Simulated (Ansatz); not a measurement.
Total density of states per atom from plane-wave PAW r²SCAN+D4 (Ansatz code), in 0.25 eV bins, energy from the valence-band maximum:

```tsv
E (eV)	states/eV/atom
-6.75	0.00
-6.50	2.73
-6.25	2.02
-6.00	0.82
-5.75	2.29
-5.50	3.39
-5.25	2.88
-5.00	4.06
-4.75	1.64
-4.50	0.19
-4.25	0.39
-4.00	0.38
-3.75	0.54
-3.50	0.64
-3.25	0.61
-3.00	0.66
-2.75	0.77
-2.50	0.63
-2.25	0.65
-2.00	0.88
-1.75	0.73
-1.50	0.99
-1.25	1.33
-1.00	1.75
-0.75	0.34
-0.50	0.31
-0.25	0.28
0.00	0.09
0.25	0.00
0.50	0.00
0.75	0.00
1.00	0.00
1.25	0.00
1.50	0.01
1.75	0.02
2.00	0.02
2.25	0.03
2.50	0.04
2.75	0.05
3.00	0.06
3.25	0.08
3.50	0.09
3.75	0.11
4.00	0.13
4.25	0.15
4.50	0.19
4.75	0.29
5.00	0.91
5.25	0.68
5.50	0.47
5.75	0.26
```

**Question.** Which of these materials gives this?
A. AgTi2CO2, P-3m1 (O on 2d, Ti on 2d, C on 1a, Ag on 1b)
B. ZnO, P6_3/mmc (Zn on 2b, O on 2c)
C. VCl2O, Immm (V on 2d, Cl on 4i, O on 2a)
D. HPbBrO, Pnma (H on 4c, Pb on 4c, Br on 4c, O on 4c)

**Answer.** B, ZnO, P6_3/mmc (Zn on 2b, O on 2c). Top 1 eV of the valence band: O 2p 73 %, Zn 3d 24 %. Bottom 1 eV of the conduction band: Zn 4s 59 %, O 2s 19 %, O 2p 15 %. Projections are on Löwdin-orthogonalised atomic valence shells; empty p or d shells of many metals are not among them.

The first step of the workflow began from a Materials Project structure, measured or hypothetical; the Crystallography Open Database copy checked does not list it. It is not the phase usual at ambient conditions (space group No. 186). Symmetry was held in the r²SCAN+D4 relaxation; phonons show weakly imaginary modes.

Potentials: the later of the program's two PAW sets.
